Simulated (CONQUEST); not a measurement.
A self-consistent single point of SiNi (Pnma, 8 atoms in the cell; from Materials Project mp-351, lattice scaled a little) with CONQUEST.

Computed with LDA (PW92), numerical atomic orbitals double-zeta with polarisation (the shipped basis), PseudoDojo norm-conserving potentials made for LDA (CONQUEST).

```xyz
8
Lattice="5.0593 0.0000 0.0000 0.0000 3.2682 0.0000 0.0000 0.0000 5.4807" Properties=species:S:1:pos:R:3 pbc="T T T"
Si     4.1541     2.4511     3.1915
Si     0.9052     0.8170     2.2892
Si     3.4348     0.8170     0.4512
Si     1.6245     2.4511     5.0295
Ni     2.5699     0.8170     3.7735
Ni     2.4894     2.4511     1.7071
Ni     5.0191     2.4511     1.0332
Ni     0.0402     0.8170     4.4474
```

Reference input (self-consistent single point, DFT, LDA (PW92), numerical atomic orbitals double-zeta with polarisation (the shipped basis), PseudoDojo norm-conserving potentials made for LDA): basis = DZP; Diag.MPMeshX, Y, Z = 3 4 3; potentials = PseudoDojo norm-conserving LDA; Grid.GridCutoff = 140 Ha; DM.SolutionMethod = diagon; Diag.kT = 0.001837 Ha; Diag.GammaCentred = true; minE.SCTolerance = 1.0e-06; SC.MaxIters = 100; SC.LinearMixingFactor = 0.5; SC.KerkerPreCondition = true; SC.KerkerFactor = 0.1 1/bohr. This run's input differs from it in these lines:

```diff
@@ -19,5 +19,5 @@
 Diag.MPMesh                    T
-Diag.MPMeshX                   3
-Diag.MPMeshY                   4
-Diag.MPMeshZ                   3
+Diag.MPMeshX                   5
+Diag.MPMeshY                   7
+Diag.MPMeshZ                   4
 Diag.GammaCentred              T
```

Log, with long lists cut:

```
    PulayMixSC: Starting Pulay mixing, A_up =  0.500 A_dn =  0.500
    PulayMixSC: Spin non-polarised calculation.
    PulayMixSC: with Kerker preconditioning, q0 =  0.100
          Harris-Foulkes Energy            :      -687.867205450657366 Ha
          Free Energy (E-TS)               :      -687.867458982682933 Ha
    PulayMixSC: Pulay iteration     1 residual:              0.26778E-02
          Harris-Foulkes Energy            :      -687.880968679364628 Ha
          Free Energy (E-TS)               :      -687.881438647799541 Ha
    PulayMixSC: Pulay iteration     2 residual:              0.36552E-02
   [... lines left out ...]
          Free Energy (E-TS)               :      -687.819797239787363 Ha
    PulayMixSC: Pulay iteration     6 residual:              0.24180E-05
          Harris-Foulkes Energy            :      -687.819451289692893 Ha
          Free Energy (E-TS)               :      -687.819797804002974 Ha
    PulayMixSC: Pulay iteration     7 residual:              0.20139E-05
          Harris-Foulkes Energy            :      -687.819451227907166 Ha
          Free Energy (E-TS)               :      -687.819797539137653 Ha
    PulayMixSC: Pulay iteration     8 residual:              0.13169E-06
    PulayMixSC: Reached SCF tolerance of  0.13169E-06 after      8 iterations
      | Number of electrons      =        88.000088
      | GS Energy as E-(1/2)TS   =      -687.819624383522410 Ha
      | Free Energy as E-TS      =      -687.819797539137653 Ha
      |* Harris-Foulkes energy   =      -687.819451227907166 Ha
      |* DFT total energy        =      -687.819451227709351 Ha

    force: Forces on atoms (Ha/A )
    force:  Atom   X              Y              Z
    force:     1  -0.0018369309  -0.0000000000   0.0053192637
    force:     2   0.0018369309  -0.0000000000  -0.0053192636
    force:     3   0.0018369309  -0.0000000000   0.0053192636
    force:     4  -0.0018369309   0.0000000000  -0.0053192637
    force:     5   0.0036250328  -0.0000000000  -0.0090691213
    force:     6  -0.0036250327  -0.0000000000   0.0090691213
   [... lines left out ...]
    force:     8   0.0036250328   0.0000000000   0.0090691213

    force: Maximum force :        0.00906912(Ha/A ) on atom         5 in z direction
    force: Force Residual:        0.00797053 Ha/A
    force: Total stress:         -6.86040008   -10.26376797    -8.88236294 GPa
    force: Average pressure:      8.66884366 GPa

    get_E_and_F: Change in energy during last step of electronic optimisation:  0.61786E-07
```

The run converged in 8 iterations. CONQUEST prints the stress tensor with tension positive. Against the reference run the free energy drops by 17.2 meV/atom, the pressure goes from 8.97 to 8.67 GPa and the largest force goes from 0.236 to 0.266 eV/Å.

The program uses no crystal symmetry, so grid and mesh can part values that symmetry would make equal. The atom-centred basis is finite, which shifts total energies, pressures and forces against plane waves. The run has no spin polarisation, so moments on Ni cannot form. This run is one point of a test of settings, so its values need not be converged; read them against the reference run alone. The structure comes from a collection of computed structures, made at another level of theory; the collection holds predicted forms beside known ones. Its lattice was then scaled. No clean gap shows at this smearing width and mesh (spacing up to 0.29 Å⁻¹); the mesh is coarse for partly filled bands, so the values carry mesh errors.

Cost on one core: roughly 120 core-seconds.
